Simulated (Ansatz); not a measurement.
K3NaSe2O8: ³⁹K NMR of the central transition

Cell: a Materials Project structure (computed, not necessarily an observed phase), its atoms then relaxed with PBE in this cell.

Space group P-3m1 (No. 164); a = 5.8141, c = 7.4564 Å, γ = 120.00°.

```
site  Wyckoff  site symmetry       x       y       z
  K1       1b           -3m.  0.0000  0.0000  0.5000
  K2       2d            3m.  0.6667  0.3333  0.1592
  Na       1a           -3m.  0.0000  0.0000  0.0000
  Se       2d            3m.  0.6667  0.3333  0.7189
  O7       6i            .m.  0.3578  0.1789  0.8004
 O13       2d            3m.  0.3333  0.6667  0.5014
```

One atom of each set is listed.

Method: Kohn–Sham DFT in Ansatz, PBE, plane waves and PAW, scalar-relativistic, 420 eV cutoff, Γ-centred 5×5×4 k-points, Fermi–Dirac smearing 0.02 eV.

³⁹K has I = 3/2 and Q = 60.30 mb (Pyykkö 2018); at 16.4 T its Larmor frequency is ν₀ = 32.6 MHz. Only the quadrupole interaction is simulated: positions count from each site's isotropic chemical shift, and shift anisotropy, dipolar and J coupling are left out, though they dominate static lines narrower than about 10 kHz.

**Question.** Give C_Q, η, the quadrupolar product P_Q = |C_Q|(1 + η²/3)^½, the second-order isotropic shift and the breadth of the pattern (static powder) for each K site.

**Answer.** 

```
site          first shell  C_Q (MHz)     η  P_Q (MHz)  δ_QIS (ppm)  breadth (kHz)
  K1  12 O at 2.87–3.36 Å      -2.71  0.00       2.71         -173           29.3
  K2  10 O at 2.53–3.09 Å     -0.007  0.00      0.007     -0.00104        0.00018
```

δ_QIS = −(ν_Q²/30ν₀²)[I(I+1) − 3/4](1 + η²/3) × 10⁶ ppm with ν_Q = 3|C_Q|/[2I(2I−1)]; it falls as 1/B₀² in ppm, and the breadth as 1/B₀ in kHz.

An axis of threefold or higher order runs through K1 and K2, so V_zz lies along it and η is zero.
